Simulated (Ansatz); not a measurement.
W₂N: two-dimensional strain map

These are results of Ansatz, DFT PBEsol, scalar-relativistic, plane waves, PAW, not measurements. Cutoff 420 eV, Γ-centred 18×18×4 k-points, Gaussian smearing of 0.15 eV. Spin–orbit coupling is left out, which can shift energies with elements as heavy as these. No spin polarisation. Energies are free energies at this smearing, counted from the undisturbed cell; pressure is positive in compression.

The undisturbed cell (relaxed at this level; with this scan's settings it stands at 0.2 GPa; it needn't be the usual structure):

```
W N
1.0
     2.80246    0.00000    0.00000
    -1.40123    2.42701    0.00000
     0.00000    0.00000   17.45168
W N
6 3
Direct
  0.00000 0.00000 0.07593
  0.00000 0.00000 0.92407
  0.33333 0.66667 0.26252
  0.66667 0.33333 0.73748
  0.33333 0.66667 0.41761
  0.66667 0.33333 0.58239
  0.00000 0.00000 0.50000
  0.33333 0.66667 0.15068
  0.66667 0.33333 0.84932
```

The cell is strained by p along both x and y and by q along z, fractional coordinates fixed. Points are written (p, q).

Energy above the undisturbed cell in meV/atom (a dash: not computed):

```csv
p \ q,-0.050,-0.025,0.000,0.025,0.050
-0.050,335.8,228.5,167.8,145.4,153.9
-0.025,160.4,78.1,39.0,36.5,63.7
0.000,76.6,18.7,0.0,15.2,58.6
0.025,65.8,30.9,31.9,63.8,121.8
0.050,113.0,99.1,118.8,166.8,238.5
```

Pressure in GPa:

```
 p \ q  -0.050  -0.025  0.000  0.025  0.050
-0.050    64.9    50.3   38.0   27.5   18.7
-0.025    40.1    27.4   16.7    7.8    0.3
 0.000    20.4     9.5    0.2   -7.5  -13.9
 0.025     5.0    -4.4  -12.4  -19.1  -24.6
 0.050    -6.8   -15.1  -22.0  -27.8  -32.5
```